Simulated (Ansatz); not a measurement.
An Ansatz (a quantum-chemistry and plane-wave program) input:

Ansatz 0.2 input:
```yaml
crystal:
  lattice:
    - [2.7513766324, 0.0, 0.0]
    - [-1.3756883162, 2.3827620591, 0.0]
    - [0.0, 0.0, 17.7625365891]
  atoms:
    - { symbol: Re, position: [0.0, 0.0, 0.6250106661] }
    - { symbol: Re, position: [0.3333333333, 0.6666666667, 0.7496639643] }
    - { symbol: Re, position: [0.0, 0.0, 0.8749052712] }
    - { symbol: Re, position: [0.3333333333, 0.6666666667, 0.0] }
    - { symbol: Re, position: [0.0, 0.0, 0.1250947288] }
    - { symbol: Re, position: [0.3333333333, 0.6666666667, 0.2503360357] }
    - { symbol: Re, position: [0.0, 0.0, 0.3749893339] }
    - { symbol: Re, position: [0.6666666667, 0.3333333333, 0.5] }
kpoints:
  mp_grid: { grid: [12, 12, 2] }
  band_path:
    path:
      - [[0.0, 0.0, 0.0], [0.5, 0.0, 0.0], [0.3333333333, 0.3333333333, 0.0], [0.0, 0.0, 0.0], [0.0, 0.0, 0.5], [0.5, 0.0, 0.5], [0.3333333333, 0.3333333333, 0.5], [0.0, 0.0, 0.5]]  # Γ-M-K-Γ-A-L-H-A
      - [[0.5, 0.0, 0.5], [0.5, 0.0, 0.0]]  # L-M
      - [[0.3333333333, 0.3333333333, 0.5], [0.3333333333, 0.3333333333, 0.0]]  # H-K
    npoints: 8
basis: { xc_grid: 2 }
hamiltonian:
  xc: pbesol
  pseudopotentials: { azcp: { folder: ./paw }, kind: paw_fr }
magnetization: { noncollinear: true, spin_orbit: true }
scf:
  n_extra_bands: 16
  convergence: { dr2_threshold: 0.0000000001 }
  occupations: { method: gaussian, width: 0.05 }
output: { eigenvalues: true }
```

Q: How many symmetry operations and irreducible k-points will the run report?

A: 12 operations, 38 of 288 k-points.

Q: With a cutoff of 420 eV, how many plane waves at Γ?

A: 2273.

It took about 10 core-minutes (a rough figure) on shared server cores.

Space group P-6m2. The start of the workflow was typed in or built on a structure type; neither database checked (COD, Materials Project) lists it. It is not the phase usual at ambient conditions (space group No. 194). Symmetry was held in the PBEsol relaxation; whether a distortion lowers the energy is not shown. No spin polarisation was allowed.

Potentials: the earlier of the program's two PAW sets. The files were generated under PBE; for other functionals the program regenerates the frozen cores, and for LDA and PBEsol the local potential too.

Ansatz is a plane-wave DFT program.
